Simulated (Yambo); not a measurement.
Yambo run on TiO2 (anatase, space group I4_1/amd, No. 141). The wavefunctions come from this Quantum ESPRESSO step (PBEsol, PseudoDojo standard norm-conserving files, scalar-relativistic):

```
&CONTROL
  calculation = 'nscf'
  pseudo_dir = './pseudo'
  outdir = './out'
/
&SYSTEM
  ibrav = 0
  nat = 6
  ntyp = 2
  ecutwfc = 84.0
  ecutrho = 336.0
  occupations = 'fixed'
  force_symmorphic = .true.
  nbnd = 139
/
&ELECTRONS
  conv_thr = 6.000000000000001e-09
  diago_full_acc = .true.
  diago_thr_init = 1e-08
/
ATOMIC_SPECIES
O 15.9990 O.upf
Ti 47.8670 Ti.upf
CELL_PARAMETERS angstrom
 -1.891270000000   1.891270000000   4.807510000000
  1.891270000000  -1.891270000000   4.807510000000
  1.891270000000   1.891270000000  -4.807510000000
ATOMIC_POSITIONS crystal
O   0.957150000000   0.457150000000   0.500000000000
O   0.207150000000   0.207150000000   0.000000000000
O   0.792850000000   0.792850000000   0.000000000000
O   0.542850000000   0.042850000000   0.500000000000
Ti   0.000000000000   0.000000000000   0.000000000000
Ti   0.750000000000   0.250000000000   0.500000000000
K_POINTS automatic
4 4 4 0 0 0
```

Yambo input:

```
rim_cut
gw0
dyson
el_el_corr
HF_and_locXC
ppa
em1d
RandQpts= 1000000
RandGvec= 1 Ry
EXXRLvcs= 84 Ry
VXCRLvcs= 336 Ry
Chimod= "HARTREE"
% BndsRnXp
 3 | 137 |
%
NGsBlkXp= 8 Ry
% LongDrXp
 1.0 | 1.0 | 1.0 |
%
PPAPntXp= 27.2114 eV
% GbndRnge
 1 | 137 |
%
GTermKind= "BG"
DysSolver= "n"
ExtendOut
% QPkrange
 1 | 1 | 24 | 25 |
 3 | 3 | 24 | 25 |
 6 | 6 | 24 | 25 |
 8 | 8 | 24 | 25 |
 9 | 9 | 24 | 25 |
 13 | 13 | 24 | 25 |
%
```

k points by index: 1 = Γ, 3 = X, 6 = N, 8 = P, 9 = (0.25, 0.25, -0.25), 13 = Z.

Table of the .qp output:

```
#    K-point    Band    Eo [eV]    E [eV]    E-Eo [eV]    Vxc [eV]    Vnlxc [eV]    Sc|Eo [eV]    Sc|E [eV]    dSc/dw|Eo [eV]    Re(Z)    Im(Z)
#
    1    24    -0.401304    -0.730482    -0.329178    -19.31886    -24.38211    4.629355    4.734077    -8.653058    0.758726    -0.001545
    1    25    2.168910    3.395284    1.226373    -19.25060    -11.86535    -5.816346    -6.158879    -7.599431    0.781691    -0.001303
    3    24    0.000000    -0.281683    -0.281683    -19.80291    -24.73972    4.566531    4.655126    -8.554487    0.760817    -0.001446
    3    25    3.370329    4.760622    1.390293    -20.78846    -12.43117    -6.544688    -6.966995    -8.264530    0.767035    -0.001459
    6    24    -0.602617    -0.959634    -0.357018    -19.86119    -24.93426    4.605710    4.716047    -8.406384    0.763980    -0.001510
    6    25    3.304295    4.633177    1.328882    -20.31149    -12.09654    -6.485340    -6.886072    -8.204704    0.768331    -0.001450
    8    24    -0.199534    -0.469807    -0.270273    -19.44231    -24.14773    4.350187    4.435143    -8.549357    0.760926    -0.001465
    8    25    3.609771    4.991346    1.381574    -21.24365    -13.08226    -6.351674    -6.779818    -8.431896    0.763435    -0.001161
    9    24    -0.180235    -0.467179    -0.286945    -20.00725    -24.88251    4.498918    4.588308    -8.473103    0.762552    -0.001440
    9    25    2.269557    3.513827    1.244270    -19.39062    -11.88868    -5.907443    -6.257673    -7.658446    0.780368    -0.001314
    13    24    -0.064363    -0.342575    -0.278212    -20.19611    -25.06275    4.502178    4.588436    -8.432865    0.763413    -0.001412
    13    25    2.520822    3.809283    1.288460    -19.75601    -11.96204    -6.135389    -6.505505    -7.815673    0.776865    -0.001346
```
(The two width columns are left out.) Convergence of these settings isn't established.

Geometry of the Materials Project entry, not relaxed at this level.
